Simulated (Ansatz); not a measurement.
# AlNi: energy along a strain

AlNi, Cmmm, a = 3.877 Å, b = 3.906 Å, c = 3.099 Å (as given, not relaxed at this level: 0.7 GPa). The structure is a Materials Project entry; whether it is the stable form wasn't checked. Ansatz: r2SCAN, PAW, 500 eV, Γ-centred 18×18×16 mesh on 2 atoms, Gaussian smearing 0.15 eV; no spin polarisation. Cell vectors (Å): 1.939 -1.953 0.000; 1.939 1.953 0.000; 0.000 0.000 3.099. The cell is strained by x per cent times the pattern (1 1 0 0 0 0) in the order xx yy zz yz xz xy (engineering shears), with fractional coordinates held. y is the free energy over the start, V0 = 11.736 Å³/atom.

```
x (%) y (meV/atom)
-4.00             ?
-3.00         40.38
-2.00         20.47
 0.00          0.00
 1.00         -1.50
 3.00         10.88
 4.00         24.03
```

**Question.** Fit y = c1 x + c2 x² + c3 x³ to the other rows, get the stiffness along the pattern, and predict the missing energy.

**Answer.** Least squares on the rows shown. y = −4.2850 x + 2.8485 x² − 0.069123 x³. The clamped-ion stiffness p·C·p = 2 × 28.48 eV × 160.2 / 11.736 Å³ = 778 GPa (second derivative at the start, which stands under stress). At x = -4.00 the fit asked for gives 67.14 meV/atom. The run gave 67.42 meV/atom, so the fit is 0.28 meV/atom too low, 0.41 % of the span of the series, against an rms of 0.03 meV/atom on the fitted rows. The row lies outside the fitted range. With a term in x⁴ added, a fit to the same known rows predicts 67.43 meV/atom, so most of the miss is curvature that the known rows already hold.